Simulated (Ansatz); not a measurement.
A generator proposed this cell of Hf4N.

```
Hf N
1.0
     0.00000    4.04851    4.91241
     2.73447    0.00000    4.91241
     2.73447    4.04851    0.00000
Hf N
4 1
Direct
  0.00000 0.50000 0.00000
  0.50000 0.00000 0.50000
  0.22358 0.77642 0.22358
  0.77642 0.22358 0.77642
  0.00000 0.00000 0.00000
```

Computed with Ansatz 0.2.0, DFT PBE, scalar-relativistic, plane waves, PAW. Cutoff 420 eV; k points 4×4×4 on the computed 5-atom cell (Γ-centred); Gaussian smearing, width 0.10 eV; no spin polarisation.

Formation energies are uncorrected and refer to the elements' standard structures at the same level (N₂ as a molecule).

**Question.** What does a single point on this coarse mesh give?

**Answer.** The pressure is 6.7 GPa (the mean over three directions, positive in compression), the largest force is 6.12 eV/Å, and the energy is +0.60 eV/atom against the elements. The shortest distance is 1.81 Å.

**Question.** Is it a good guess?

**Answer.** A poor one: relaxing gains about 1.3 eV/atom (the start's value is from the coarse mesh, so the gain is rough) in 19 ionic steps and ends at −0.70 eV/atom on the finer mesh. The symmetry goes from Fmmm (No. 69) to I4/mmm (No. 139). The volume per atom shrinks by 14.6 %, from 21.8 to 18.6 Å³. The shortest distance goes from 1.81 Å (Hf–N) to 2.22 Å (Hf–N). Conventional cell: a = 4.493 Å, c = 9.199 Å. Hf on a site of symmetry mmm has 2 N at 2.25 Å and 12 Hf at 3.16–3.27 Å; Hf on a site of symmetry 4mm has 1 N at 2.22 Å and 12 Hf at 3.16–3.27 Å; around N lie 6 Hf at 2.22–2.25 Å.

The last run used a 12×12×12 mesh for its 5-atom cell and Gaussian smearing of 0.10 eV. These runs have no spin–orbit coupling, which can matter for Hf. The cell is a metal run without spin; a magnetic state may lie lower. The relaxation can't lower the symmetry of the start, and the grade says only how near the guess is to its own end. A structure relaxed within its symmetry needn't be a true minimum.
